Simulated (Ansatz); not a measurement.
Below is a relaxed structure of Y3NbN4. The cell was found from a structure generator's guess, not taken from experiment.

These are results of DFT PBE, scalar-relativistic, plane waves, PAW (Ansatz), not measurements. Cutoff 420 eV, Γ-centred mesh, Gaussian smearing, no spin polarisation.

```
CELL_PARAMETERS angstrom
4.62951 0.00000 0.00000
0.00000 4.62951 0.00000
0.00000 0.00000 10.02275
ATOMIC_POSITIONS crystal
Y 0.00000 0.50000 0.23188
Y 0.50000 0.00000 0.23188
Y 0.00000 0.00000 0.97684
Nb 0.50000 0.50000 0.51007
N 0.00000 0.50000 0.02220
N 0.50000 0.00000 0.02220
N 0.00000 0.00000 0.24127
N 0.50000 0.50000 0.67611
```

The zero of energy is the elements' standard structures at the same level (N₂ as a molecule); no fitted shifts are applied.

Question: Find its symmetry and describe it.

Answer: P4mm (No. 99). Conventional cell: a = 4.630 Å, c = 10.023 Å. Y on a site of symmetry 2mm is surrounded by 1 N at 2.10 Å, 2 N at 2.32 Å, 6 Y at 3.27–3.45 Å and 2 Nb at 3.62 Å; Y on a site of symmetry 4mm is surrounded by 4 N at 2.36 Å and 1 N at 2.65 Å; Nb is surrounded by 1 N at 1.66 Å and 4 Y at 3.62 Å; around N on a site of symmetry 2mm lie 1 Y at 2.10 Å and 2 Y at 2.36 Å; 2 more sites not described.

Question: What is its formation energy per atom?

Answer: +0.24 eV/atom. A positive value: parting into the elements would lower its energy.

Question: Is it a metal?

Answer: Yes, bands cross the Fermi level on the 8×8×4 mesh.

The last run used an 8×8×4 mesh (in the run's order of axes) for its 8-atom cell and Gaussian smearing of 0.10 eV. No dispersion correction is applied, so the spacing and binding between layers, chains or molecules are poorly described. A structure relaxed within its symmetry needn't be a true minimum.
